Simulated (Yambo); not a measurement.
Yambo run on CaC$_{2}$ (space group C2/c, No. 15). The wavefunctions are norm-conserving PBEsol (Quantum ESPRESSO, 82 Ry, no spin-orbit coupling) ones on a 4×4×2 mesh (18 occupied bands); a = b = 3.8997 Å, c = 7.3841 Å, α = β = 104.58°, γ = 64.51°.

Yambo input:

```
rim_cut
gw0
dyson
el_el_corr
HF_and_locXC
cohsex
em1s
RandQpts= 1000000
RandGvec= 1 Ry
EXXRLvcs= 82 Ry
VXCRLvcs= 328 Ry
Chimod= "HARTREE"
% BndsRnXs
 1 | 140 |
%
NGsBlkXs= 7 Ry
% LongDrXs
 1.0 | 1.0 | 1.0 |
%
ExtendOut
% QPkrange
 11 | 11 | 18 | 18 |
 13 | 13 | 18 | 19 |
%
```

k points by index: 11 = (0.25, -0.25, 0), 13 = (-0.5, -0.5, 0).

Table of the .qp output:

```
#    K-point    Band    Eo [eV]    E [eV]    E-Eo [eV]    Vxc [eV]    Vnlxc [eV]    Sc|Eo [eV]    Re(Z)    Im(Z)
#
    11    18    0.000000    -3.087816    -3.087816    -14.61284    -18.65350    0.952838    1.000000    0.000000
    13    18    -0.699695    -3.908725    -3.209030    -13.82907    -18.19228    1.154172    1.000000    0.000000
    13    19    1.892088    1.627552    -0.264536    -10.60811    -6.145230    -4.727418    1.000000    0.000000
```
(The two width columns are left out.) Convergence of these settings isn't established.

Geometry of the Materials Project entry, not relaxed at this level.

The structure is a Materials Project entry; no match was found in the copy of COD used, and its stability was not checked.
